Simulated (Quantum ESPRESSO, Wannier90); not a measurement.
**Ir (fcc (Cu type)): Wannier90 run**

```xyz
1
Lattice="0.0000 1.9270 1.9270 1.9270 0.0000 1.9270 1.9270 1.9270 0.0000" Properties=species:S:1:pos:R:3 pbc="T T T"
Ir     0.0000     0.0000     0.0000
```

Cell from Materials Project (mp-101), symmetrised, no further relaxation. This is the element's usual structure. Computed values, not measurements, from PBEsol: Quantum ESPRESSO (norm-conserving PseudoDojo potentials, cutoff 55 Ry, no spin polarisation, no spin-orbit coupling) on a Γ-centred 12×12×12 mesh, then Wannier90. Density: 18×18×18 mesh, cold smearing 0.01 Ry. Spin-orbit coupling is left out although heavy elements are present.

Functional, cutoff and mesh named above are those of the base row (1); the first column says what each row takes instead. Model: 9 functions from bands 5-21, start hydrogen-like Ir: s;p;d, disentangled but not localised (num_iter = 0), frozen window tied to the conduction edge or Fermi level of each row, as listed, which moves Ω_I and hoppings a little by itself. Energies are relative to the Fermi level; the misfit is to pw.x on a path, for states up to 1.0 eV relative to the Fermi level. The lattice is scaled uniformly, fractional positions fixed. The disentangled Ω_I can sit in another minimum from row to row.

```json
[
 {"scale": "0.96", "frozen to (eV)": "1.50", "Ω_I (Å²)": "7.94", "rms misfit (meV)": "3.8", "bottom of band 5 (eV)": "-12.45", "on-site Ir1 pz minus Ir1 s (eV)": "8.61", "hopping modulus Ir1 px – Ir1 py, R = 1 -1 0 (eV)": "2.278", "hopping modulus Ir1 py – Ir1 s, R = 1 -1 0 (eV)": "1.633", "hopping modulus Ir1 px – Ir1 dxz, R = 1 0 -1 (eV)": "1.039", "hopping modulus Ir1 s – Ir1 s, R = 1 0 0 (eV)": "0.991"},
 {"scale": "0.98", "frozen to (eV)": "1.50", "Ω_I (Å²)": "7.98", "rms misfit (meV)": "3.1", "bottom of band 5 (eV)": "-11.76", "on-site Ir1 pz minus Ir1 s (eV)": "8.62", "hopping modulus Ir1 px – Ir1 py, R = 1 -1 0 (eV)": "2.196", "hopping modulus Ir1 py – Ir1 s, R = 1 -1 0 (eV)": "1.557", "hopping modulus Ir1 px – Ir1 dxz, R = 1 0 -1 (eV)": "0.976", "hopping modulus Ir1 s – Ir1 s, R = 1 0 0 (eV)": "0.946"},
 {"scale": "1", "frozen to (eV)": "1.50", "Ω_I (Å²)": "8.05", "rms misfit (meV)": "2.8", "bottom of band 5 (eV)": "-11.10", "on-site Ir1 pz minus Ir1 s (eV)": "8.58", "hopping modulus Ir1 px – Ir1 py, R = 1 -1 0 (eV)": "2.101", "hopping modulus Ir1 py – Ir1 s, R = 1 -1 0 (eV)": "1.482", "hopping modulus Ir1 px – Ir1 dxz, R = 1 0 -1 (eV)": "0.915", "hopping modulus Ir1 s – Ir1 s, R = 1 0 0 (eV)": "0.901"},
 {"scale": "1.02", "frozen to (eV)": "1.50", "Ω_I (Å²)": "8.11", "rms misfit (meV)": "2.7", "bottom of band 5 (eV)": "-10.48", "on-site Ir1 pz minus Ir1 s (eV)": "8.54", "hopping modulus Ir1 px – Ir1 py, R = 1 -1 0 (eV)": "2.014", "hopping modulus Ir1 py – Ir1 s, R = 1 -1 0 (eV)": "1.410", "hopping modulus Ir1 px – Ir1 dxz, R = 1 0 -1 (eV)": "0.856", "hopping modulus Ir1 s – Ir1 s, R = 1 0 0 (eV)": "0.858"},
 {"scale": "1.04", "frozen to (eV)": "1.50", "Ω_I (Å²)": "8.15", "rms misfit (meV)": "2.2", "bottom of band 5 (eV)": "-9.89", "on-site Ir1 pz minus Ir1 s (eV)": "8.50", "hopping modulus Ir1 px – Ir1 py, R = 1 -1 0 (eV)": "1.928", "hopping modulus Ir1 py – Ir1 s, R = 1 -1 0 (eV)": "1.342", "hopping modulus Ir1 px – Ir1 dxz, R = 1 0 -1 (eV)": "0.801", "hopping modulus Ir1 s – Ir1 s, R = 1 0 0 (eV)": "0.816"}
]
```
